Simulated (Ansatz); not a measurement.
**Question.** Name crystals whose computed values (plane-wave PAW PBEsol (Ansatz code)) fall in these windows: B₀ by P(V) fit (GPa) 57 to 72; G_Hill (GPa) 21 to 29; Θ_D (K) 180 to 240.

**Answer.** 

```json
[
 {"crystal": "Sb, simple cubic", "B₀ by P(V) fit (GPa)": "64.9", "G_Hill (GPa)": "24.6", "Θ_D (K)": "203"},
 {"crystal": "ZnCdSeS, P3m1 (Zn on 1b, Cd on 1a, Se on 1b, S on 1a)", "B₀ by P(V) fit (GPa)": "59.5", "G_Hill (GPa)": "21.2", "Θ_D (K)": "238"},
 {"crystal": "YTe, rock salt", "B₀ by P(V) fit (GPa)": "68.9", "G_Hill (GPa)": "25.4", "Θ_D (K)": "219"},
 {"crystal": "ZnHgS2, R3m (Zn on 3a, Hg on 3a, S on 3a, S on 3a)", "B₀ by P(V) fit (GPa)": "66.4", "G_Hill (GPa)": "22.4", "Θ_D (K)": "227"},
 {"crystal": "SnSb, rock salt", "B₀ by P(V) fit (GPa)": "59.7", "G_Hill (GPa)": "26.8", "Θ_D (K)": "213"}
]
```
Others may fit too.

Not the usual ambient phase: Sb, simple cubic. Standing as an ambient phase not checked: ZnCdSeS, P3m1 (Zn on 1b, Cd on 1a, Se on 1b, S on 1a); YTe, rock salt; ZnHgS2, R3m (Zn on 3a, Hg on 3a, S on 3a, S on 3a); SnSb, rock salt. All cells were relaxed under the symmetry of their starts (and spin orders); stability against distortions was not tested throughout. Rows with no word on spin ran without spin polarisation. Spin–orbit coupling is left out wherever it is not named.

Potentials: the later of the program's two PAW sets.
